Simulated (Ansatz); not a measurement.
A relaxed structure of SnSe2 is spoiled in several ways and relaxed again each time (noise and exchanges are one random draw each; squeezed and stretched starts keep its symmetry, which their runs cannot lower; pressure is positive under compression). Calculation: r2SCAN (plane waves to 500 eV, PAW, scalar-relativistic; Ansatz, a quantum-chemistry and plane-wave program).

```cif
data_Se2Sn
_chemical_formula_sum 'Sn1 Se2'
_space_group_name_H-M_alt 'P-3m1'
_space_group_IT_number 164
_space_group_name_Hall '-P 3 2"'
_cell_length_a 3.84050
_cell_length_b 3.84050
_cell_length_c 6.52513
_cell_angle_alpha 90.000
_cell_angle_beta 90.000
_cell_angle_gamma 120.000
loop_
_atom_site_label
_atom_site_type_symbol
_atom_site_symmetry_multiplicity
_atom_site_Wyckoff_symbol
_atom_site_fract_x
_atom_site_fract_y
_atom_site_fract_z
_atom_site_occupancy
Sn1 Sn 1 a 0.00000 0.00000 0.00000 1
Se1 Se 2 d 0.33333 0.66667 0.24123 1
```

| change | first pressure (GPa) | largest first force (eV/Å) | released (eV/atom) | moves | outcome | final group | E − E(parent) (eV/atom) |
|---|---|---|---|---|---|---|---|
| with one Se and one Sn atom exchanged in a cell of 3 atoms | 3.7 | 2.12 | 0.91 | 12 | returns to the parent | P-3m1 | 0.000 |
| with every coordinate shifted by Gaussian noise of σ = 0.45 Å | 33.7 | 6.57 | 2.23 | 36 | trapped higher | P1 | +0.325 |
| stretched uniformly to 130 % of its volume | ? | 1.53 | ? | 11 | ? | ? | ? |
| doubled along one cell vector, shaken by Gaussian noise of σ = 0.08 Å a coordinate | 0.2 | 1.03 | 0.039 | 6 | returns to the parent | C2/m (nearly P-3m1) | 0.000 |

Complete the blanks.


- stretched uniformly to 130 % of its volume, first pressure (GPa): -8.8
- stretched uniformly to 130 % of its volume, released (eV/atom): 0.30
- stretched uniformly to 130 % of its volume, outcome: returns to the parent
- stretched uniformly to 130 % of its volume, final group: P-3m1
- stretched uniformly to 130 % of its volume, E − E(parent) (eV/atom): 0.000

First-step values come from each run's starting, coarser k-mesh (7×7×4, 6×6×4, 4×7×4). The runs use different k-meshes, so differences are rounded accordingly. No spin polarisation in the result.
